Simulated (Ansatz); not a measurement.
HfS in space group P-6m2 (No. 187; Hf on 1a, S on 1f), plane-wave PAW PBE (Ansatz code), all energies at zero smearing, with the estimated change up to a 700 eV cutoff added, with one set of potentials and settings (totals compare only within such a set). Cell of 2 atoms (1 Hf, 1 S): -16626.416 eV.

```csv
element,reference phase,E (eV/atom)
Hf,"P6_3/mmc, 2 atoms in the cell",-15721.3637
S,"Fddd, 32 atoms in the cell",-902.0599
```

Formation energy per atom, worked out: (-16626.416 − 1×(-15721.3637) − 1×(-902.0599))/2 = -1.496 eV/atom (-144 kJ per mol of atoms), at 0 K, without zero-point energy or fitted corrections.

The first step of the workflow began from a Materials Project structure, measured or hypothetical; the Crystallography Open Database copy checked does not list it. Its standing as an ambient phase is unchecked. Symmetry was held in the PBE relaxation; its stability against distortions is not shown here. The run is not spin-polarised. The references are the lowest solids computed at this level, not always the standard phases. Spin–orbit coupling is left out wherever it is not named.

Potentials: the later of the program's two PAW sets.
